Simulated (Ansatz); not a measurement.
ZnS (wurtzite)

```
ZnS
1.0
    3.78216     0.00000     0.00000
   -1.89108     3.27544     0.00000
    0.00000     0.00000     6.20766
Zn S
2 2
Direct
  0.66667   0.33333   0.99968
  0.33333   0.66667   0.49968
  0.66667   0.33333   0.62552
  0.33333   0.66667   0.12552
```

The slice is a (0001) plane (indices of the conventional cell) through the point (0.333, 0.667, 0.500) (fractional), spanned by u = [110] and v = [1 -1 0] in vectors of this cell: u (3.78 Å) and v (6.55 Å, at 90° to u). It covers one period; positions are fractions (u, v).

All values below come from PBEsol (plane waves to 420 eV, PAW, scalar-relativistic; Ansatz, a quantum-chemistry and plane-wave program). k mesh 10×10×6. Near the nuclei the fields are pseudised (PAW); where an atom keeps semicore shells as valence, they peak there. ZnS was relaxed with its symmetry unable to fall.

Q: Sketch the valence electron density on this plane as a map.

A: 
```tsv
v \ u	0.00	0.12	0.25	0.38	0.50	0.62	0.75	0.88
0.93	0.7	0.1	-0.4	-0.4	-0.3	-0.4	-0.4	0.1
0.86	-0.4	-0.5	-0.5	-0.2	-0.1	-0.2	-0.5	-0.5
0.79	-1.1	-1.0	-0.6	-0.3	-0.1	-0.3	-0.6	-1.0
0.71	-1.5	-1.3	-0.8	-0.5	-0.3	-0.5	-0.8	-1.3
0.64	-1.6	-1.3	-0.9	-0.5	-0.3	-0.5	-0.9	-1.3
0.57	-1.2	-1.1	-0.6	0.1	0.7	0.1	-0.6	-1.1
0.50	-0.7	-0.7	-0.4	0.7	1.7	0.7	-0.4	-0.7
0.43	-0.3	-0.4	-0.4	0.1	0.7	0.1	-0.4	-0.4
0.36	-0.1	-0.2	-0.5	-0.5	-0.4	-0.5	-0.5	-0.2
0.29	-0.1	-0.3	-0.6	-1.0	-1.1	-1.0	-0.6	-0.3
0.21	-0.3	-0.5	-0.8	-1.3	-1.5	-1.3	-0.8	-0.5
0.14	-0.3	-0.5	-0.9	-1.3	-1.6	-1.3	-0.9	-0.5
0.07	0.7	0.1	-0.6	-1.1	-1.2	-1.1	-0.6	0.1
0.00	1.7	0.7	-0.4	-0.7	-0.7	-0.7	-0.4	0.7
```

Values: log₁₀ of the valence density in e/Å³. The scale is logarithmic, as a density can span decades between atoms and voids.
